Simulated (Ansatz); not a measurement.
NbRu (L1₀ or tetragonal B2, P4/mmm), DFT-PBEsol in the program Ansatz with PAW potentials, all energies at zero smearing, with the estimated change up to a 700 eV cutoff added, with one set of potentials and settings (totals compare only within such a set). Cell of 2 atoms (1 Nb, 1 Ru): -10312.304 eV.

```tsv
element	reference phase	E (eV/atom)
Nb	Im-3m, 1 atoms in the cell	-4495.4542
Ru	P6_3/mmc, 2 atoms in the cell	-5816.5026
```

Formation energy per atom, worked out: (-10312.304 − 1×(-4495.4542) − 1×(-5816.5026))/2 = -0.173 eV/atom (-17 kJ per mol of atoms), at 0 K, without zero-point energy or fitted corrections.

The workflow started from a Materials Project entry (that database holds measured and hypothetical structures alike); the Crystallography Open Database files this formula in space group No. 123, but the cells were not matched. Its standing as an ambient phase is unchecked. The cell was relaxed with PBEsol under the symmetry of its start; of distortions, only those at the zone centre were tested. No spin polarisation was allowed. The references are the lowest solids computed at this level, not always the standard phases.

Potentials: the later of the program's two PAW sets.
